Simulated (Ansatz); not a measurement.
**Kick test of a cell of GeN2**

The cell was found from a structure generator's guess, not taken from experiment.

Theory: DFT PBE, scalar-relativistic, plane waves, PAW in Ansatz. Cutoff 420 eV; k points 12×12×1 on the computed 3-atom cell (Γ-centred); Gaussian smearing, width 0.02 eV; no spin polarisation.

The cell below (3 atoms, layer group c2/m11 (No. 18)) is relaxed within its symmetry. The sheet is periodic along a and b; c holds vacuum.

```xyz
3
Lattice="3.7743 -0.0605 0.0000 -1.8507 2.3047 0.0000 0.0000 0.0000 28.0019" Properties=species:S:1:pos:R:3 pbc="T T F"
Ge    0.0000    0.0000    8.5000
N     1.8942    0.4112    7.8151
N     0.0294    1.8330    9.1849
```

For the test a repeat of it with 6 atoms (edges 7.55, 2.96 Å) was strained at random (σ = 1.5 % a component), the atoms were moved at random (σ = 0.15 Å), and all was relaxed again on a coarse 2×6×1 mesh (in the run’s order of axes) with 0.10 eV smearing, with no symmetry imposed.

Problem. Is the structure stable against such a distortion?

Solution. It returns, within 1 meV/atom of the unmoved cell on that mesh and with the same symmetry when read at 0.1 Å. So it is stable against the distortions that fit this cell and that this random move excites. Modes that don't fit the cell aren't tested.
